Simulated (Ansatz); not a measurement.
Computed with DFT PBE, scalar-relativistic, plane waves, PAW (Ansatz). All cells share a 420 eV cutoff and Γ-centred k meshes spaced at most about 0.3 Å⁻¹ (about 0.25 or finer for metals, 2π included). No spin polarisation in the final relaxations.

These are static total energies at zero pressure. All come from trial cells, and lower structures may exist.

Task: Order these relaxed structures of LiY3 by energy, lowest first, with the energy over the lowest of them.
A.

Space group R-3:H (No. 148). a = 6.123 Å, b = 6.123 Å, c = 24.006 Å, α = 90.00°, β = 90.00°, γ = 120.00°
```tsv
atom	site	symmetry	x	y	z
Li	6c	3.	0.0000	0.0000	0.1668
Y	18f	1	0.3341	0.0001	0.2750
```

B.

Space group Im-3m (No. 229). a = 6.248 Å, b = 6.248 Å, c = 6.248 Å, α = 90.00°, β = 90.00°, γ = 90.00°
```json
{"atom": "Li", "site": "2a", "symmetry": "m-3m", "x": "0.0000", "y": "0.0000", "z": "0.0000"}
{"atom": "Y", "site": "6b", "symmetry": "4/mm.m", "x": "0.5000", "y": "0.0000", "z": "0.0000"}
```

C.

Space group P6/mmm (No. 191). a = 6.615 Å, b = 6.615 Å, c = 3.221 Å, α = 90.00°, β = 90.00°, γ = 120.00°
```tsv
atom	site	symmetry	x	y	z
Li	1a	6/mmm	0.0000	0.0000	0.0000
Y	3g	mmm	0.5000	0.0000	0.5000
```

D.

Space group P4/mmm (No. 123). a = 3.634 Å, b = 3.634 Å, c = 8.829 Å, α = 90.00°, β = 90.00°, γ = 90.00°
```csv
atom,site,symmetry,x,y,z
Li,1a,4/mmm,0.0000,0.0000,0.0000
Y,2h,4mm,0.5000,0.5000,0.7798
Y,1b,4/mmm,0.0000,0.0000,0.5000
```

Result: D (0 meV/atom), A (173 meV/atom), C (318 meV/atom), B (541 meV/atom). Forms: D Li and Y ordered on fcc sites, P4/mmm; A R-3; C P6/mmm; B Im-3m. Counting all near atoms (those within 1.25 times the shortest distance at each site; a plus sign parts nearer from farther groups; a slash parts the counts of unlike sites): D has Li 8+4, Y 4+9/12+2; A has Li 9, Y 11; C has Li 2+12, Y 6+4; B has Li 6, Y 6. Even the lowest lies +0.06 eV/atom against the elements.

A magnetic state wasn't ruled out in cells without spin, among them R-3, P6/mmm, Im-3m. Cells relaxed within their symmetry can be saddle points. Some structure types and database cells were kept out of the candidates from the start, so a known form may be missing.
